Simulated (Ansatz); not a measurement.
**LaSb, relaxed from a wurtzite start to space group P6_3/mmc (read at 0.02 Å)**

Computed with Ansatz (plane waves, PAW, 420 eV cutoff): PBEsol, scalar-relativistic, no spin polarisation, 8×8×4 k-mesh, Gaussian smearing of 0.05 eV. The datasets are Ansatz's generated set soft_2.

```
La Sb
1.0
     5.47743    0.00000    0.00000
    -2.73871    4.74359    0.00000
     0.00000    0.00000    6.40023
La Sb
2 2
Cartesian
  2.7387 1.5812 0.4006
  0.0000 3.1624 3.6008
  2.7387 1.5812 3.6008
  0.0000 3.1624 0.4007
```

The start was a prototype's sites filled with these elements. The Crystallography Open Database lists the compound in space group Fm-3m (rock salt), so this is a trial structure.

Which orbitals carry the states at the Fermi level, and how many states are there?

Within 0.1 eV of it: La 5d 68 %, Sb 5p 22 %, La 4f 10 % (shares among the projected shells). The density of states at the Fermi level is about 0.082 states/eV per cell, averaged over 0.3 eV.

Density of states (tetrahedra, averaged over 0.3 eV; states/eV per cell of 4 atoms; energy in eV from the Fermi level):

```
E (eV)   DOS
 -2.80   0.7
 -2.50   3.9
 -2.20   3.8
 -1.90   3.7
 -1.60   7.1
 -1.30  13.0
 -1.00   5.2
 -0.70   2.0
 -0.40   0.6
 -0.10   0.1
  0.20   0.3
  0.50   1.4
  0.80   2.2
  1.10   5.1
  1.40   7.4
  1.70  23.6
```

Formal charges La³⁺, Sb³⁻ balance and leave closed shells on every ion, yet the run finds no gap: the anions' valence bands overlap the cations' empty bands by 0.1 eV on the mesh. Semilocal functionals make gaps too small, by up to about 1 eV in such compounds, so the real crystal may have a narrow gap or be a semimetal.

For elements this heavy, spin–orbit coupling would shift levels and gaps; it isn't included here.
